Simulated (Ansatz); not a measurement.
RbCo₂As₂:
```
CELL_PARAMETERS angstrom
     -1.87764     1.87764     7.16525
      1.87764    -1.87764     7.16525
      1.87764     1.87764    -7.16525
ATOMIC_POSITIONS crystal
  Rb 0.00000 0.00000 0.00000
  Co 0.75000 0.25000 0.50000
  Co 0.25000 0.75000 0.50000
  As 0.34118 0.34118 0.00000
  As 0.65882 0.65882 0.00000
```

Relaxed with r²SCAN. Special points in fractions of this cell's reciprocal vectors: Γ (0.000, 0.000, 0.000); X (0.000, 0.000, 0.500); P (0.250, 0.250, 0.250); N (0.000, 0.500, 0.000); M (0.500, 0.500, -0.500); S (0.267, 0.733, -0.267); S0 (-0.267, 0.267, 0.267); R (-0.034, 0.034, 0.500); G (0.500, 0.500, -0.034).

Problem. List the band energies nearest the Fermi level at these points for r²SCAN in the plane-wave PAW code Ansatz.

Solution. In eV from the Fermi level; about four levels below and three above (degenerate sets whole), none deeper than 8.9 eV; points with the same levels are listed once.

```tsv
k	below	above
Γ	-1.04 -0.43 -0.43 -0.17	1.60 2.78 2.78
X	-1.34 -1.18 -1.17 -1.17	0.19 0.26 3.70
P	-1.27 -1.27 -1.17 -1.17	0.23 0.23 3.98
N	-1.87 -1.87 -1.51 -1.49	0.69 0.81 1.79
M	-0.38 -0.38 -0.33 -0.17	2.59 2.59 3.37
S	-1.88 -1.83 -1.54 -1.44	0.60 1.02 1.67
R	-1.40 -1.17 -1.12 -1.09	0.23 0.26 3.77
```

Space group I4/mmm. The first step of the workflow began from a Materials Project structure, measured or hypothetical; the Crystallography Open Database copy checked does not list it. Whether it is the stable phase at ambient conditions was not checked. The cell was relaxed with r²SCAN under the symmetry of its start; its stability against distortions is not shown here. No spin polarisation was allowed. Spin–orbit coupling is left out wherever it is not named.

Potentials: the later of the program's two PAW sets.
